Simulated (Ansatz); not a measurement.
Input:

CaZn:
```xyz
4
Lattice="2.1206 -5.5514 0.0000 2.1206 5.5514 0.0000 0.0000 0.0000 4.4458" Properties=species:S:1:pos:R:3 pbc="T T T"
Ca     2.1206     3.9416     3.3343
Ca     2.1206    -3.9416     1.1114
Zn     2.1206     0.6582     3.3343
Zn     2.1206    -0.6582     1.1114
```

This is the r²SCAN-relaxed structure.

All from r²SCAN (plane waves, PAW; program Ansatz), unless another level is named. Predict the formation energy from the elements (no fitted shifts).

-0.25 eV/atom.

Give the density of states at the Fermi level.

0.76 states/eV per atom (mean over ±0.08 eV).

Space group Cmcm. The workflow started from a Materials Project entry (that database holds measured and hypothetical structures alike); the Crystallography Open Database copy checked does not list it. Whether it is the stable phase at ambient conditions was not checked. The r²SCAN relaxation kept the symmetry of its start; whether a distortion lowers the energy is not shown. The references are the lowest solids computed at this level, not always the standard phases.

Potentials: the later of the program's two PAW sets.
